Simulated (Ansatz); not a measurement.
SrCl$_{2}$:
```cif
data_Cl2Sr
_chemical_formula_sum 'Sr1 Cl2'
_space_group_name_H-M_alt 'P 1'
_space_group_IT_number 1
_cell_length_a 4.88466
_cell_length_b 4.88466
_cell_length_c 4.88466
_cell_angle_alpha 60.000
_cell_angle_beta 60.000
_cell_angle_gamma 60.000
loop_
_space_group_symop_operation_xyz
  'x, y, z'
loop_
_atom_site_label
_atom_site_type_symbol
_atom_site_fract_x
_atom_site_fract_y
_atom_site_fract_z
_atom_site_occupancy
Sr1 Sr 0.00000 0.00000 0.00000 1
Cl1 Cl 0.25000 0.25000 0.25000 1
Cl2 Cl 0.75000 0.75000 0.75000 1
```

Relaxed with PBEsol. 

**Question.** HSE06 on this cell (Ansatz, an electronic-structure program, PAW) gives a gap of 6.74 eV. What does PBEsol give?

**Answer.** 5.25 eV.

Cost on shared cores: the PBEsol run (SCF on a 7×7×7 mesh, then bands and DOS) around 17 core-seconds (rough), the HSE06 run (SCF on 5×5×5, then a few points) about 90 core-seconds (a rough figure); the tasks are unlike.

Space group Fm-3m (fluorite). Symmetry was held in the PBEsol relaxation. Spin–orbit coupling is left out wherever it is not named.

Potentials: the later of the program's two PAW sets.

Ansatz is a plane-wave DFT program.
